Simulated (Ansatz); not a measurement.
**CeSi2Mo2C: relaxation (Ansatz)**

The input file (Ansatz 0.2.0, plane waves):

```yaml
crystal:
  lattice:
    - [4.207061, 0.0, 0.0]
    - [0.0, 4.207061, 0.0]
    - [0.0, 0.0, 5.40052]
  atoms:
    - { symbol: Si, position: [0.5, 0.5, 0.2788] }
    - { symbol: Si, position: [0.5, 0.5, 0.7212] }
    - { symbol: Mo, position: [0.0, 0.5, 0.0] }
    - { symbol: Mo, position: [0.5, 0.0, 0.0] }
    - { symbol: Ce, position: [0.0, 0.0, 0.5] }
    - { symbol: C, position: [0.0, 0.0, 0.0] }
kpoints:
  mp_grid: { grid: [6, 6, 5], shift: [0, 0, 0] }
magnetization:
  spin_polarized: false
scf:
  occupations: { method: fermi_dirac }
  lower_state_search: "off"
hamiltonian:
  pseudopotentials: { kind: paw }
  xc: r2scan
basis:
  ecutwfc: 500
  fft_grid_basis: typed
relax:
  max_steps: 80
  cell: { p_target: 0.0 }
  f_tol: 0.03
output:
  forces: true
  stress: true
  eigenvalues: true
  bader: true
  populations: true
  elf: true
  write_potential: true
  volumetric_format: npy
  dos:
    e_range: [-12, 8]
    de: 0.05
    projected: { site_lists: { C: [C], Ce: [Ce], Mo: [Mo], Si: [Si] } }
  write_density: true
checkpoint:
  read: saved_state
```

The command:

```bash
ansatz run input.yaml --threads 2 --pin off --max-ram 3584MiB --backend cpu --events-out ev --progress --plain --runs-dir out
```

Origin of the cell: a known structure type with other elements, at an estimated volume, so it need not be a known compound.

The smearing width isn't typed, so it takes its default of 0.1 eV.

The saved state is a converged single point of the same cell.

Output (shortened):

```
Ce: projections on atomic orbitals take those of the free atom [Kr 4d10] 4f1 5s2 5p6 5d1 6s2, of charge +0.00 (hamiltonian.pseudopotentials.projection_atoms); the dataset's partial waves leav […]
band count auto-derived: 36, from the close of a first SCF at 32 (N_el = 52.0; filled up to band 26; 32 by the electrons, moments and atoms)
Pseudopotentials: kind: paw
Pseudopotential: Si, paw, valence charge 4, recommended cutoff 500 eV (meta_gga), Si.paw.azcp
Pseudopotential: Mo, paw, valence charge 14, recommended cutoff 500 eV (meta_gga), Mo.paw.azcp
Pseudopotential: Ce, paw, valence charge 12, recommended cutoff 500 eV (meta_gga), Ce.paw.azcp
Pseudopotential: C, paw, valence charge 4, recommended cutoff 500 eV (meta_gga), C.paw.azcp
Functional definition: r2SCAN
  exchange = r2scan_x(k0 = k0, k1 = k1, a1 = a1)
  correlation = r2scan_c
Crystal: 6 atoms, lattice volume = 95.586 Å³
[… 18 lines left out …]
Initial density: read from a saved state, or passed on in memory by an earlier SCF of this step, an earlier step, the calling program or the single point that the run made first
Functional: x = r2scan, c = r2scan; τ floored in thin density (d = 2e-4 eV/Å³)
SCF iter   1: F=-18057.899589 eV  HF=-18057.378430 eV  Δρ=2.93e-2  dr2=4.86e-2  dr2_τ=5.66e-2
SCF iter   2: F=-18057.886760 eV  HF=-18057.776981 eV  Δρ=1.58e-2  dr2=4.42e-2  dr2_τ=4.50e-2
SCF iter   3: F=-18057.590239 eV  HF=-18057.909904 eV  Δρ=1.70e-2  dr2=3.57e-1  dr2_τ=1.26e-2  recentre
SCF iter   4: F=-18057.921326 eV  HF=-18057.914253 eV  Δρ=3.18e-3  dr2=1.08e-3  dr2_τ=2.00e-3
SCF iter   5: F=-18057.921967 eV  HF=-18057.922127 eV  Δρ=5.09e-4  dr2=2.93e-4  dr2_τ=1.62e-5
SCF iter   6: F=-18057.922227 eV  HF=-18057.922224 eV  Δρ=1.22e-4  dr2=1.12e-5  dr2_τ=1.28e-6
[… 2 lines left out …]
SCF iter   9: F=-18057.922236 eV  HF=-18057.922236 eV  Δρ=1.13e-5  dr2=2.36e-7  dr2_τ=7.25e-9
SCF iter  10: F=-18057.922236 eV  HF=-18057.922236 eV  Δρ=9.47e-6  dr2=1.29e-7  dr2_τ=3.16e-10
SCF iter  11: F=-18057.922236 eV  HF=-18057.922236 eV  Δρ=7.69e-7  dr2=1.56e-9  dr2_τ=7.40e-11
SCF iter   1: F=-18057.922340 eV  HF=-18057.922340 eV  Δρ=2.86e-5  dr2=9.65e-7  dr2_τ=4.27e-9
SCF iter   2: F=-18057.922327 eV  HF=-18057.922340 eV  Δρ=9.27e-5  dr2=1.24e-5  dr2_τ=1.26e-7
SCF iter   3: F=-18057.922339 eV  HF=-18057.922339 eV  Δρ=3.84e-6  dr2=4.51e-9  dr2_τ=1.01e-9
relax step   1: F+E_penalty+E_count = -18057.922339 eV  Δ(F+E_penalty+E_count) = +0.000e0 eV  max|allowed force component| = 1.251e-1 eV/Å  Δτ_max = 0.0000 Å  P = -1.183 GPa  Ω = 95.586 Å³  ( […]
relax step   2: F+E_penalty+E_count = -18057.930293 eV  Δ(F+E_penalty+E_count) = -7.954e-3 eV  max|allowed force component| = 8.205e-2 eV/Å  Δτ_max = 0.0041 Å  P = +0.942 GPa  Ω = 94.265 Å³ […]
relax step   3: F+E_penalty+E_count = -18057.933415 eV  Δ(F+E_penalty+E_count) = -3.122e-3 eV  max|allowed force component| = 5.311e-2 eV/Å  Δτ_max = 0.0035 Å  P = -0.027 GPa  Ω = 94.805 Å³ […]
relax step   4: F+E_penalty+E_count = -18057.933528 eV  Δ(F+E_penalty+E_count) = -1.131e-4 eV  max|allowed force component| = 2.921e-2 eV/Å  Δτ_max = 0.0013 Å  P = -0.004 GPa  Ω = 94.785 Å³ […]
relax step   5: F+E_penalty+E_count = -18057.933576 eV  Δ(F+E_penalty+E_count) = -4.829e-5 eV  max|allowed force component| = 1.013e-5 eV/Å  Δτ_max = 0.0015 Å  P = -0.000 GPa  Ω = 94.772 Å³ […]
relax step   6: F+E_penalty+E_count = -18057.933372 eV  Δ(F+E_penalty+E_count) = +2.044e-4 eV  max|allowed force component| = 1.192e-5 eV/Å  Δτ_max = 0.0000 Å  P = -0.001 GPa  Ω = 94.772 Å³  stress off target by 1.03e-3 GPa […]
SCF 7 converged in 6 iterations: F = -18057.933372 eV  dr2 = 1.48e-11
basis re-selected at this cell: Δ(F+E_penalty+E_count) = +2.044e-4 eV, ΔP = -0.001 GPa vs the last step (what re-selecting the basis moved, of the pressure what is left beyond the Pulay corre […]
SCF converged after 6 iterations
Free energy (F): -18057.933372 eV
Harris-Foulkes:  -18057.933372 eV  (|F-HF|=3.27e-11)
Internal energy: -18057.774399 eV  (E = F + TS)
E sigma→0 (E₀):  -18057.853886 eV
Entropy (-TS):   -0.158973 eV (-26.495 meV/atom)
Fermi energy:    15.409826 eV
--- Per-component energies (eV) ---
  E_band       = -193.448709
  E_kinetic    = 1430.789776
  E_local      = -3028.444153  (includes V_loc(G=0)·N_el)
  E_nonlocal   = 309.565861
  E_hartree    = 1126.180890
  E_xc         = -732.338954
  E_vxc        = -963.179294  (∫ρ·V_xc dr)
  E_paw        = -13067.170699  (= ΣΔE_a)
  E_vpaw       = -250.998645  (= ΣTr[D̂ρ^β])
  E_aug_tail   = 0.000011  (compensation charges beyond the density's cutoff)
  E_vtau       = 56.456035  (kinetic-family band-sum trace: ∫τ·v_τ [+ j·A + Jᵃ·Aᵃ] dr)
  E_ewald      = -4095.819461
  E_core_change = -0.537670  (= ΣΔE_core)
  E_smearing   = -0.158973  (= −TS)
  Σ components = -18057.933372   (vs F -18057.933372, Δ=0.00e0)
--- Forces (eV/Å), atoms counted from 1 ---
  atom   1  Si     0.000000     0.000000    -0.000012
  atom   2  Si     0.000000     0.000000     0.000012
  atom   3  Mo     0.000000     0.000000     0.000000
  atom   4  Mo    -0.000000     0.000000     0.000000
  atom   5  Ce    -0.000000    -0.000000     0.000000
  atom   6  C     -0.000000    -0.000000     0.000000
  max |Σ_I F_I| component: 0.0 eV/Å
--- Stress (GPa, compression-positive) ---
       -0.000704       0.000000       0.000000
        0.000000      -0.000704       0.000000
        0.000000       0.000000      -0.001032
  P = ⅓ Tr σ = -0.0008 GPa (-0.008 kbar)
--- Relaxed structure (5 steps of the walk, 5 accepted, 1 SCFs on fresh bases) ---
  F+E_penalty+E_count = -18057.933372 eV   max|allowed force component| = 1.192e-5 eV/Å   (the final SCF, on the basis selected at the relaxed cell)
  cell:  # Å, volume = 94.7720 Å³
    - [4.212793, 0.0, 0.0]
    - [0.0, 4.212793, 0.0]
    - [0.0, 0.0, 5.339982]
  atoms:
    - { symbol: Si, position: [0.5, 0.5, 0.279216] }
    - { symbol: Si, position: [0.5, 0.5, 0.720784] }
    - { symbol: Mo, position: [0.0, 0.5, 0.0] }
    - { symbol: Mo, position: [0.5, 0.0, 0.0] }
    - { symbol: Ce, position: [0.0, 0.0, 0.5] }
    - { symbol: C, position: [0.0, 0.0, 0.0] }
--- Löwdin populations: 6 sites ---
  site symbol       q [e]
     0     Si      4.0224
     1     Si      4.0224
     2     Mo     13.7022
     3     Mo     13.7022
     4     Ce     11.7591
     5      C      4.5429
  spilling = 0.004784 (of n_electrons = 52.000000)
--- Bader charges: 6 sites ---
  site symbol  charge [e]  shift [e]
     0     Si     -0.6453     0.0025
     1     Si     -0.6453     0.0025
     2     Mo      0.6084     0.0026
     3     Mo      0.6084     0.0026
     4     Ce      1.5592     0.0000
     5      C     -1.4853     0.0003
  estimated error of the sums over rays = 9.4e-4 e
```

Before:

Space group P4/mmm (No. 123); the run's cell has a = 4.207 Å, b = 4.207 Å, c = 5.401 Å, α = 90.00°, β = 90.00°, γ = 90.00°. Shortest distances: C–Mo 2.10 Å, Si–Si 2.39 Å, Mo–Si 2.59 Å, C–Ce 2.70 Å, Mo–Mo 2.97 Å, Ce–Si 3.21 Å.

After:

Space group P4/mmm (No. 123); the run's cell has a = 4.213 Å, b = 4.213 Å, c = 5.340 Å, α = 90.00°, β = 90.00°, γ = 90.00°. Shortest distances: C–Mo 2.11 Å, Si–Si 2.36 Å, Mo–Si 2.58 Å, C–Ce 2.67 Å, Mo–Mo 2.98 Å, Ce–Si 3.20 Å.

- Free energy lowered by: 1.8 meV/atom
- Volume change: -0.85 %
- Final pressure: 0.00 GPa
- Relaxation steps listed: 6
- Gap on the mesh: none (metal)

Caveats: f shells without a U or exact exchange are poorly placed; no spin polarisation, so a magnetic state may lie lower; no spin-orbit coupling, though heavy elements are present; the relaxation held the start's symmetry, so the end may be a saddle point.

The run took 98 s of wall time on 2 CPU thread(s) of a shared host, from a saved density.
